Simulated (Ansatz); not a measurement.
Q: La (dhcp (α-La type), space group No. 194) is relaxed with the program Ansatz at the PBE level (PAW). What lattice parameters of the conventional cell result?

A: a = 3.764 Å, c = 12.100 Å.

Space group P6_3/mmc (dhcp (α-La type)). The cell was relaxed with PBE under the symmetry of its start. Axis ratios of metals converge slowly with the k-mesh, so a and c are less sure than the volume. Scalar-relativistic: spin–orbit coupling is off unless named, which matters more the heavier the elements.

Potentials: the earlier of the program's two PAW sets.
